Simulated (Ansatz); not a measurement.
C in space group P6_3/mmc (No. 194; C on 12j, C on 12j), plane-wave PAW r²SCAN+D4 (Ansatz code). The conduction-band minimum lies on the L–M line, 58 % of the way from L, with 6 equivalent valleys. Second derivatives d²E/dk² of the lowest band at one valley (eV·Å²), along Cartesian directions:

```
direction  d²E/dk²
---------  -------
[100]        190.3
[010]        9.980
[001]        2.345
[110]        100.3
[101]        96.56
[011]        6.160
```

Question: Find the principal effective masses, the density-of-states mass and the conductivity mass.

Answer: Off-diagonal terms follow from H_xy = H[110] − (H_xx + H_yy)/2, and m*/mₑ = 7.620 eV·Å² over each eigenvalue: 0.040, 0.76, 3.2. One valley's DOS mass (m₁m₂m₃)^(1/3) = 0.46, conductivity mass 3/(Σ 1/mᵢ) = 0.11 mₑ.

Question: What effective density of states Nc follows at 300 K for parabolic valleys?

Answer: Nc = 2.509e19 × 6 × (0.46)^(3/2) ≈ 4.7e19 cm⁻³.

The start of the workflow was typed in or built on a structure type. Its sites differ from those of the usual phase in this space group: another stacking or structure type. The cell was relaxed with r²SCAN+D4 under the symmetry of its start; whether a distortion lowers the energy is not shown.

Potentials: the later of the program's two PAW sets.

Edges and masses are those of Kohn–Sham bands, whose gap is no quasiparticle gap.
